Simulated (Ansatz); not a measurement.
**Field gradients along an isostructural series (R3c)**

All values are calculated (Ansatz; DFT, PBE, plane waves and PAW, scalar-relativistic, 420 eV cutoff), not measured. The cells come from the Materials Project (computed, not necessarily observed phases), with the atoms as given. Calculated pressures reach 2 GPa in size and forces 0.5 eV/Å in them. Spin–orbit coupling is left out. All compounds take space group R3c with the same Wyckoff sites and nearly the same cell shape, and differ in the element M (Ga, Sc, In, Y). Sites are named by their Wyckoff letter. V_zz in 10²¹ V/m².

| M | compound | source | cell edges (Å) | first shell of Na on b | Na on b: V_zz (η) | Si on b: V_zz (η) | Na on a: V_zz (η) |
| --- | --- | --- | --- | --- | --- | --- | --- |
| Ga | Na4NbGaSi3O12 | MP | 9.061, 22.201 | 8 O at 2.40–2.93 Å; also 1 O at 3.36 Å | -1.14 (0.50) | 2.57 (0.71) | -1.24 (0.00) |
| Sc | Na4ScNbSi3O12 | MP | 9.217, 22.442 | 8 O at 2.43–3.03 Å; also 1 O at 3.36 Å, 1 Na at 3.37 Å | -0.97 (0.39) | 2.80 (0.73) | -1.08 (0.00) |
| In | Na4NbInSi3O12 | MP | 9.240, 22.487 | 8 O at 2.42–3.01 Å; also 1 O at 3.37 Å | ? | ? | ? |
| Y | Na4YNbSi3O12 | MP | 9.385, 22.817 | 8 O at 2.39–3.06 Å; also 1 O at 3.41 Å, 1 Na at 3.43 Å | -0.89 (0.49) | 3.21 (0.68) | -1.00 (0.00) |

**Question.** Estimate the values withheld for Na4NbInSi3O12.

**Answer.** Na on b: -0.88 (0.39); Si on b: 2.76 (0.69); Na on a: -1.05 (0.00). As the cell grows from Na4NbGaSi3O12 to Na4YNbSi3O12, |V_zz| mostly falls at Na on b, mostly rises at Si on b, falls steadily at Na on a; the element changes along with the cell, so size needn't be the cause.
